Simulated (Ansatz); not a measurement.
Crystals of one structure type (zinc blende) and one family of elements, relaxed and computed with r²SCAN in the plane-wave PAW code Ansatz.

| crystal | V (Å³/atom) | K_Hill (GPa) |
|---|---|---|
| BN | 5.87 | 391 |
| AlN | 10.43 | 210 |
| GaN | 11.38 | 196 |
| BP | 11.67 | 169 |
| GaAs | 22.73 | 72.5 |
| InAs | 28.48 | ? |
| GaSb | 28.83 | 53.4 |

Problem. Fit a straight line to ln K against ln V and predict the withheld value.

Solution. Least squares on the 6 shown rows: ln K = -1.28 × ln V + (8.302), with a scatter of 5 %. For InAs this gives 55.4. The run itself gave 57.8, within the scatter.

All cells were relaxed under the symmetry of their starts (and spin orders); stability against distortions was not tested throughout. Scalar-relativistic: spin–orbit coupling is off unless named, which matters more the heavier the elements.

Potentials: the earlier of the program's two PAW sets.
